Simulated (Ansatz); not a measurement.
Relaxed PbS (rock salt):

```yaml
crystal:
  lattice:
    - [0.00000, 3.00445, 3.00445]
    - [3.00445, 0.00000, 3.00445]
    - [3.00445, 3.00445, 0.00000]
  atoms:
    - { symbol: S, position: [0.00000, 0.00000, 0.00000] }
    - { symbol: Pb, position: [0.50000, 0.50000, 0.50000] }
```

In this cell atom 2 (Pb, nearest neighbour S at 3.004 Å; its periodic images, 4.2 Å or more away, move with it) is moved by s along Cartesian [111], unit vector (0.577, 0.577, 0.577); all other atoms and the cell stay fixed.

Level of theory: PBE (plane waves to 420 eV, PAW, scalar-relativistic; Ansatz, an electronic-structure program). k mesh 8×8×8 (Γ-centred), Fermi-Dirac smearing 0.05 eV. Energies are smeared free energies. F∥ is the force on the atom along that direction. PbS was relaxed with its symmetry unable to fall. Spin-orbit coupling is left out, though Pb is heavy. The zero of ΔE is the undisplaced structure.

### Question
Give the computed ΔE (meV/cell) and F∥ (eV/Å) at s (Å) = -0.900, -0.720, -0.360, -0.180, 0.180, 0.540, 0.720, 0.900.

### Answer
```csv
s (Å),ΔE (meV/cell),F∥ (eV/Å)
-0.900,676,1.935
-0.720,366,1.469
-0.360,42,0.377
-0.180,5,0.080
0.180,5,-0.080
0.540,154,-0.888
0.720,366,-1.469
0.900,676,-1.935
```

(A displaced cell: forces are minus the slopes of the energy, force constants its curvatures, and phonons follow from these.)
